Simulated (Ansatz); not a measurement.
The relaxed structure here is a generated cell of V: the first start was made by placing the elements on the sites of a structure type, and the end was not matched to a known phase here, so it may be hypothetical. Known forms of V include space group No. 229.

A relaxed cell of V (P6₃/mmc (No. 194)), relaxed on a k-mesh at least as fine as the one used below. Calculation: PBEsol (plane waves to 420 eV, PAW, scalar-relativistic; Ansatz, an electronic-structure program). Γ-centred k-mesh 14×14×2 on the run's cell (coarser than for final values), Fermi–Dirac smearing 0.05 eV.

```xyz
8
Lattice="2.5927 0.0000 0.0000 -1.2964 2.2454 0.0000 0.0000 0.0000 18.3219" Properties=species:S:1:pos:R:3 pbc="T T T"
V      0.0000     0.0000     0.0000
V      0.0000     0.0000     9.1610
V      0.0000     0.0000     4.5805
V      0.0000     0.0000    13.7414
V      0.0000     1.4969     2.2902
V      0.0000     1.4969    11.4512
V      1.2964     0.7485     6.8707
V      1.2964     0.7485    16.0317
```

The atoms are displaced by (Å):

| atom | ux | uy | uz |
|---|---|---|---|
| V1 | 0.118 | -0.072 | -0.161 |
| V2 | -0.003 | 0.078 | -0.051 |
| V3 | 0.108 | -0.038 | 0.017 |
| V4 | -0.186 | -0.169 | 0.002 |
| V5 | 0.097 | 0.140 | -0.004 |
| V6 | 0.049 | 0.080 | -0.123 |
| V7 | -0.083 | -0.010 | 0.043 |
| V8 | 0.045 | 0.007 | -0.060 |

### Question
What forces (eV/Å) and pressure result?

### Answer
```csv
atom,Fx,Fy,Fz
V1,0.12,-0.15,1.30
V2,0.02,0.09,0.09
V3,0.10,-0.19,0.09
V4,-0.20,-0.17,-0.79
V5,0.01,0.21,-0.56
V6,0.02,0.05,1.06
V7,-0.18,-0.05,-0.72
V8,0.12,0.20,-0.46
```

Pressure +0.6 GPa.

The undisplaced cell is probably no minimum: from this displacement the run went on to Im-3m (No. 229), 0.25 eV/atom below it.

No spin polarisation in the result: the starting moments vanished.
